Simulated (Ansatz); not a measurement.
Relaxed Rh (fcc, Cu type):

```
CELL_PARAMETERS angstrom
      0.00000     3.83026     3.83026
      1.91513     0.00000     1.91513
      1.91513     1.91513     0.00000
ATOMIC_POSITIONS crystal
  Rh 0.00000 0.00000 0.00000
  Rh 0.50000 0.00000 0.00000
```

A phonon eigenvector at L = (0.5, 0.0, 0.0) is frozen into this cell: atom i moves by Q times the vector below, so Q is the largest atomic displacement, in Å. The cell is held. (q is in reciprocal vectors of the primitive cell; the cell shown is doubled to hold the pattern.)

```tsv
atom	x	y	z
Rh1	-0.577	0.577	0.577
Rh2	0.577	-0.577	-0.577
```

Calculation: PBE (plane waves to 420 eV, PAW, scalar-relativistic; Ansatz, an electronic-structure program). k mesh 21×21×21 (Γ-centred), Fermi-Dirac smearing 0.05 eV. E stands for the smeared free energy. With partly filled bands, energies and forces of such displacements shift with the k mesh and the smearing. Rh is run without spin polarisation. Rh was relaxed with its symmetry unable to fall. The PAW data are Ansatz's earlier set. ΔE is measured from the undisplaced structure. The last digit holds for this mesh only.

| Q (Å) | ΔE (meV/cell) |
|---|---|
| -0.1000 | 211.3 |
| -0.0833 | 145.9 |
| -0.0667 | withheld |
| -0.0500 | 52.3 |
| -0.0333 | 23.2 |
| -0.0167 | 5.8 |
| 0.0000 | 0.0 |
| 0.0167 | 5.8 |
| 0.0333 | 23.2 |
| 0.0500 | 52.3 |
| 0.0667 | withheld |
| 0.0833 | 145.9 |
| 0.1000 | 211.3 |

### Question
Fit an even polynomial form (powers 2, 4) to the given rows and predict ΔE at Q = 0.0667.

### Answer
Least squares on the 11 given rows: ΔE = (20830)·Q² + (29820)·Q⁴, in meV/cell with Q in Å; root-mean-square residual 0.05 meV/cell. At 0.0667 the fit gives 93.3 meV/cell; the calculation gives 93.1 meV/cell, so the interpolation is off by 0.2 (+0.2 %). The quadratic term alone would give 92.7 meV/cell.

(For displaced atoms, the force is minus the slope of the energy, and its curvature is a force constant, which sets phonon frequencies.)
